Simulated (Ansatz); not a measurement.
Input file for Ansatz (a program for electronic structure):

Ansatz 0.2 input:
```yaml
crystal:
  lattice:
    - [1.7299848656, 0.9988072278, 5.4488133969]
    - [-1.7299848656, 0.9988072278, 5.4488133969]
    - [0.0, -1.9976144557, 5.4488133969]
  atoms:
    - { symbol: Zr, position: [0.7467489525, 0.7467489525, 0.7467489525] }
    - { symbol: Zr, position: [0.2532510475, 0.2532510475, 0.2532510475] }
    - { symbol: B, position: [0.0, 0.0, 0.0] }
kpoints:
  mp_grid: { grid: [10, 10, 10] }
  band_path:
    path:
      - [[0.0, 0.0, 0.0], [0.5, 0.5, 0.5], [0.8109322912, 0.1890677088, 0.5]]  # Γ-T-H_2
      - [[0.5, -0.1890677088, 0.1890677088], [0.5, 0.0, 0.0], [0.0, 0.0, 0.0], [0.3445338544, -0.3445338544, 0.0]]  # H_0-L-Γ-S_0
      - [[0.6554661456, 0.0, 0.3445338544], [0.5, 0.0, 0.5], [0.0, 0.0, 0.0]]  # S_2-F-Γ
    npoints: 10
hamiltonian:
  xc: r2scan
  pseudopotentials: { azcp: { folder: ./paw }, kind: paw_fr }
magnetization: { noncollinear: true, spin_orbit: true }
scf:
  n_extra_bands: 13
  convergence: { dr2_threshold: 0.0000000001 }
  occupations: { method: gaussian, width: 0.05 }
output: { eigenvalues: true }
```

Output (shortened):

```
basis.fft_grid_basis auto: the FFT boxes are laid along the combinations [[1, 0, -1], [0, 1, -1], [0, 0, 1]] of the cell's own vectors, 3.460, 3.460 and 5.803 …
Pseudopotentials: kind: paw_fr
Pseudopotential: Zr, paw, valence charge 12
Pseudopotential: B, paw, valence charge 3
Functional definition: r2SCAN
non-collinear run that drives no moment, with spin-orbit …
Crystal: 3 atoms, lattice volume = 56.491 Å³
Basis set: ecut = 500 eV, 1459 PW (Γ), FFT grids on a1−a3, a2−a3, a3, exchange–correlation on 108×108×180 points (64 copies of the dense FFT grid, shifted against one another)
Bands: 40, of which v1, the nominal top of the filled ones, is band 27 counted from 1 (26 counted from 0)
Symmetry: 12 space group operations + 12 with time reversal
k-points: 116 of 1000
Projection manifold: j_resolved (fully-relativistic pseudo-atomic orbitals)
PAW frozen core: Zr, regenerated for the run's functional
PAW frozen core: B, regenerated for the run's functional
Initial density: superposition of atomic densities (chi_scale 0.1, normalization cell, long waves kept (reshape's long-wave potential 0.02 eV rms))
Initial wavefunctions: pseudopotential atomic-orbital guess
Eigensolver: davidson
Functional: x = r2scan, c = r2scan; τ floored in thin density (d = 2e-4 eV/Å³)
SCF iter   1: F=—  HF=-8539.480317 eV  |F-HF|=—  |Δ(HF+E_count)|=         —  Δρ=7.57e-2  dr2=9.18e0  dr2_τ=9.54e-2  dr2_m=0.00e0 (ungated)  ethr=3.10e-3  |M|=0.00e0 ∫|m|=0.00e0 μB  |m|>n=0.0e0 m-floor=0.0e0 τ_xc=0.0e0  β_m=0.30  ⟨swp⟩=5.8  Hψ=10372  notcnv=0  defer=82
all-band conjugate gradients solve this SCF's bands
preconditioner: auto → Kerker (q_TF=auto, 2.412 Å⁻¹)
spin=Noncollinear: Kerker preconditioning applied to the charge; magnetization (m_x, m_y, m_z) channels mix plain (no charge-response kernel on spin).
SCF iter   2: F=—  HF=-8538.448180 eV  |F-HF|=—  |Δ(HF+E_count)|=    1.03e0  Δρ=5.09e-2  dr2=4.34e0  dr2_τ=6.91e-3  dr2_m=0.00e0 (ungated)  ethr=3.10e-3  |M|=0.00e0 ∫|m|=0.00e0 μB  |m|>n=0.0e0 m-floor=0.0e0 τ_xc=0.0e0  β_m=0.60  ⟨swp⟩=2.0  Hψ=3769  notcnv=0  defer=816
SCF iter   3: F=—  HF=-8537.684345 eV  |F-HF|=—  |Δ(HF+E_count)|=   7.64e-1  Δρ=1.04e-2  dr2=7.78e-2  dr2_τ=8.13e-4  dr2_m=0.00e0 (ungated)  ethr=3.10e-3  |M|=0.00e0 ∫|m|=0.00e0 μB  |m|>n=0.0e0 m-floor=0.0e0 τ_xc=0.0e0  β_m=0.80  ⟨swp⟩=3.9  Hψ=4770  notcnv=0  defer=816
SCF iter   4: F=—  HF=-8537.698212 eV  |F-HF|=—  |Δ(HF+E_count)|=   1.39e-2  Δρ=3.60e-3  dr2=2.30e-2  dr2_τ=1.29e-4  dr2_m=0.00e0 (ungated)  ethr=2.88e-4  |M|=0.00e0 ∫|m|=0.00e0 μB  |m|>n=0.0e0 m-floor=0.0e0 τ_xc=0.0e0  β_m=0.84  ⟨swp⟩=2.2  Hψ=3674  notcnv=0  defer=836
SCF iter   5: F=—  HF=-8537.695669 eV  |F-HF|=—  |Δ(HF+E_count)|=   2.54e-3  Δρ=5.89e-4  dr2=1.80e-4  dr2_τ=9.30e-6  dr2_m=0.00e0 (ungated)  ethr=8.52e-5  |M|=0.00e0 ∫|m|=0.00e0 μB  |m|>n=0.0e0 m-floor=0.0e0 τ_xc=0.0e0  β_m=0.92  ⟨swp⟩=2.1  Hψ=2939  notcnv=0  defer=836
SCF iter   6: F=—  HF=-8537.695822 eV  |F-HF|=—  |Δ(HF+E_count)|=   1.53e-4  Δρ=1.98e-4  dr2=3.14e-5  dr2_τ=2.25e-7  dr2_m=0.00e0 (ungated)  ethr=6.67e-7  |M|=0.00e0 ∫|m|=0.00e0 μB  |m|>n=0.0e0 m-floor=0.0e0 τ_xc=0.0e0  β_m=0.96  ⟨swp⟩=2.7  Hψ=3435  notcnv=0  defer=836
SCF iter   7: F=—  HF=-8537.695845 eV  |F-HF|=—  |Δ(HF+E_count)|=   2.30e-5  Δρ=5.68e-5  dr2=3.17e-6  dr2_τ=7.86e-8  dr2_m=0.00e0 (ungated)  ethr=1.16e-7  |M|=0.00e0 ∫|m|=0.00e0 μB  |m|>n=0.0e0 m-floor=0.0e0 τ_xc=0.0e0  β_m=0.98  ⟨swp⟩=2.2  Hψ=2732  notcnv=0  defer=836
SCF iter   8: F=—  HF=-8537.695846 eV  |F-HF|=—  |Δ(HF+E_count)|=   8.71e-7  Δρ=1.35e-5  dr2=1.23e-7  dr2_τ=2.77e-9  dr2_m=0.00e0 (ungated)  ethr=1.17e-8  |M|=0.00e0 ∫|m|=0.00e0 μB  |m|>n=0.0e0 m-floor=0.0e0 τ_xc=0.0e0  β_m=0.99  ⟨swp⟩=2.8  Hψ=3175  notcnv=0  defer=836
SCF iter  11: F=-8537.695845 eV  HF=-8537.695845 eV  |F-HF|=0.00e0  |Δ(HF+E_count)|=  1.44e-10  Δρ=8.45e-8  dr2=3.12e-12  dr2_τ=1.41e-13  dr2_m=0.00e0 (ungated)  ethr=1.00e-12  |M|=0.00e0 ∫|m|=0.00e0 μB  |m|>n=0.0e0 m-floor=0.0e0 τ_xc=0.0e0  ⟨swp⟩=10.3  Hψ=9521  notcnv=0
SCF 1 converged in 11 iterations: F = -8537.695845 eV  dr2 = 3.12e-12
NSCF: frozen V_eff on 73 k-points
SCF converged after 11 iterations
Magnetization: |M| = 0.0000 μB,  M = (+0.0000, +0.0000, +0.0000) μB
Absolute magnetization: 0.0000 μB (∫|m|)
  site 0: m = (+0.0000, +0.0000, +0.0000) μB, |m| = 0.0000 μB  (R = 0.99 Å)
  site 1: m = (+0.0000, +0.0000, +0.0000) μB, |m| = 0.0000 μB  (R = 0.99 Å)
  site 2: m = (+0.0000, +0.0000, +0.0000) μB, |m| = 0.0000 μB  (R = 0.99 Å)
Free energy (F): -8537.695845 eV
Harris-Foulkes:  -8537.695845 eV  (|F-HF|=0.00e0)
Internal energy: -8537.690781 eV  (E = F + TS)
E sigma→0 (E₀):  -8537.693313 eV
Entropy (-TS):   -0.005064 eV (-1.688 meV/atom)
Fermi energy:    11.886850 eV
--- Per-component energies (eV) ---
  E_band       = -231.543655
  E_kinetic    = 676.661658
  E_local      = -1344.317463  (includes V_loc(G=0)·N_el)
  E_nonlocal   = 156.419251
  E_hartree    = 445.929882
  E_xc         = -327.959218
  E_vxc        = -443.163351  (∫ρ·V_xc dr)
  E_paw        = -6031.963193  (= ΣΔE_a)
  E_vpaw       = -194.571738  (= ΣTr[D̂ρ^β])
  E_aug_tail   = -0.000019  (compensation charges beyond the density's cutoff)
  E_vtau       = 25.568221  (kinetic-family band-sum trace: ∫τ·v_τ [+ j·A + Jᵃ·Aᵃ] dr)
  E_ewald      = -2112.113412
  E_core_change = -0.348266  (= ΣΔE_core)
  E_smearing   = -0.005064  (= −TS)
  E_closure    =  0.000000  (closes the sum)
  Σ components = -8537.695845   (vs F -8537.695845, Δ=0.00e0)
  [band-id]    e_kinetic+e_local+e_nonlocal+2·e_hartree+e_vxc+e_vpaw+e_augmentation_tail+e_vtau = -231.543676   (vs E_band -231.543655, Δ=-2.11e-5)
--- Band table (eV; the first three rows and the last of 116) ---
  k-point 0: bands = ["-38.0672", "-38.0672", "-37.9810", "-37.9810", "-16.5949", "-16.5949", "-16.3134", "-16.3134", "-14.9792", "-14.9792", "-14.6372", "-14.6372", "-14.5456", "-14.5456", "-14.5210", "-14.5210", "4.0777", "4.0777", "8.3328", "8.3328", "10.8801", "10.8801", "10.9113", "10.9113", "10.9363", "10.9363", "13.1887", "13.1887", "13.2229", "13.2229", "13.7818", "13.7818", "15.0865", "15.0865", "15.1014", "15.1014", "16.6793", "16.6793", "16.6847", "16.6847"]
  k-point 1: bands = ["-38.0613", "-38.0613", "-37.9792", "-37.9792", "-16.5959", "-16.5959", "-16.3326", "-16.3326", "-14.9786", "-14.9786", "-14.6610", "-14.6610", "-14.5765", "-14.5765", "-14.5347", "-14.5347", "4.2551", "4.2551", "8.5398", "8.5398", "10.1818", "10.1818", "10.9722", "10.9722", "11.4256", "11.4256", "12.9772", "12.9772", "13.3314", "13.3314", "13.8713", "13.8713", "14.5973", "14.5973", "15.1213", "15.1213", "16.6161", "16.6161", "16.7168", "16.7168"]
  k-point 2: bands = ["-38.0451", "-38.0451", "-37.9750", "-37.9750", "-16.5994", "-16.5994", "-16.3852", "-16.3852", "-14.9755", "-14.9755", "-14.7186", "-14.7186", "-14.6607", "-14.6607", "-14.5673", "-14.5673", "4.7198", "4.7198", "9.0916", "9.0916", "9.5568", "9.5568", "11.1326", "11.1326", "11.4323", "11.4323", "12.4417", "12.4417", "13.5874", "13.5874", "13.7018", "13.7018", "14.2873", "14.2873", "15.3416", "15.3416", "16.4335", "16.4335", "16.8179", "16.8179"]
  k-point 115: bands = ["-38.0385", "-38.0385", "-38.0101", "-38.0101", "-16.4843", "-16.4843", "-16.4090", "-16.4090", "-14.8269", "-14.8269", "-14.7052", "-14.7052", "-14.6034", "-14.6034", "-14.5799", "-14.5799", "4.6184", "4.6184", "7.4926", "7.4926", "11.1275", "11.1275", "11.1564", "11.1564", "11.7322", "11.7322", "12.5649", "12.5649", "13.5465", "13.5465", "13.6447", "13.6447", "14.8615", "14.8615", "14.9237", "14.9237", "15.1270", "15.1270", "15.1431", "15.1431"]
  band table: 40 of 40 bands, residual norms ≤ 1.0e-3 eV
```

Cost: around 2.5 core-minutes (rough) on shared cores.

Space group R-3m. The start of the workflow was typed in or built on a structure type; neither database checked (COD, Materials Project) lists it. Its standing as an ambient phase is unchecked. The cell was relaxed with r²SCAN under the symmetry of its start; whether a distortion lowers the energy is not shown. The run is not spin-polarised. The volume moved by -17 % from the start of the relaxation.

Potentials: the earlier of the program's two PAW sets. The files were generated under PBE; for other functionals the program regenerates the frozen cores, and for LDA and PBEsol the local potential too.

Ansatz is a plane-wave DFT program.
